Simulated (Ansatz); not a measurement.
Here is the system:

C:
```cif
data_C12
_chemical_formula_sum 'C12'
_space_group_name_H-M_alt 'P42/ncm :1'
_space_group_IT_number 138
_space_group_name_Hall 'P 4n 2ab -1n'
_cell_length_a 3.41687
_cell_length_b 3.41687
_cell_length_c 6.06619
_cell_angle_alpha 90.000
_cell_angle_beta 90.000
_cell_angle_gamma 90.000
loop_
_space_group_symop_operation_xyz
  'x, y, z'
  '-y+1/2, x+1/2, z+1/2'
  '-x, -y, z'
  'y+1/2, -x+1/2, z+1/2'
  'x+1/2, -y+1/2, -z'
  '-y, -x, -z+1/2'
  '-x+1/2, y+1/2, -z'
  'y, x, -z+1/2'
  '-x+1/2, -y+1/2, -z+1/2'
  'y, -x, -z'
  'x+1/2, y+1/2, -z+1/2'
  '-y, x, -z'
  '-x, y, z+1/2'
  'y+1/2, x+1/2, z'
  'x, -y, z+1/2'
  '-y+1/2, -x+1/2, z'
loop_
_atom_site_label
_atom_site_type_symbol
_atom_site_symmetry_multiplicity
_atom_site_Wyckoff_symbol
_atom_site_fract_x
_atom_site_fract_y
_atom_site_fract_z
_atom_site_occupancy
C1 C 8 i 0.66836 0.16836 0.14025 1
C2 C 4 b 0.00000 0.00000 0.00000 1
```

This is the r²SCAN-relaxed structure.

Task: All from the program Ansatz at the r²SCAN level (PAW), unless another level is named. Predict the hole effective mass.

Result: 0.44, 0.48, 0.48 mₑ (principal values).

Task: And the smallest direct gap on the standard path?

Result: 5.26 eV.

Task: Give the band gap.

Result: 3.99 eV (indirect).

Task: And the HSE06 gap on the r²SCAN cell?

Result: 4.87 eV.

Space group P4_2/ncm. The start of the workflow was typed in or built on a structure type; neither database checked (COD, Materials Project) lists it. It is not the phase usual at ambient conditions (space group No. 194, 227). The cell was relaxed with r²SCAN under the symmetry of its start; its stability against distortions is not shown here.

Potentials: the earlier of the program's two PAW sets.
